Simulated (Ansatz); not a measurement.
## Computed properties of Ti₂Cd

```
CELL_PARAMETERS angstrom
-1.43250 1.43250 6.71000
1.43250 -1.43250 6.71000
1.43250 1.43250 -6.71000
ATOMIC_POSITIONS crystal
Ti 0.32400 0.32400 0.00000
Ti 0.67600 0.67600 0.00000
Cd 0.00000 0.00000 0.00000
```

Atom numbers follow the list: Ti1, Ti2, Cd3.

The conventional cell has a = 2.865 Å, b = 2.865 Å, c = 13.420 Å, α = 90.00°, β = 90.00°, γ = 90.00°. Around Ti (atom 1) lie 8 Ti at 2.84 to 2.87 Å and 4 Cd at 3.11 Å. Cd (atom 3) is surrounded by 4 Cd at 2.87 Å and 8 Ti at 3.11 Å.

The geometry is COD entry 1525205, unchecked; take it as a test cell.

Theory: DFT, LDA, all-electron LAPW, scalar-relativistic in Ansatz 0.2.0.

Sampling and basis: a Γ-centred 16×16×16 k mesh, Fermi–Dirac smearing of 0.08 eV, basis error target 1 meV/atom, no spin polarisation.

* Pressure at this cell: -8.11 GPa
* Largest force: 0.244 eV/Å on Ti1
* Band gap: none: bands cross the Fermi level, a metal
* Löwdin charges (with 0.75 e of the cell spilling out of the atomic basis, so their sizes and signs hang on that basis): Ti1 -0.02, Cd3 0.78 e
* Volume per atom: 18.36 Å³

(1) Give the computed value. Stress xx, yy, zz (compression positive).

(2) Give the computed value. Density of states at the Fermi level (0.2 eV bin).

Results:

(1) -8.17, -8.17, -7.97 GPa.

(2) 2.02 states/eV per cell.
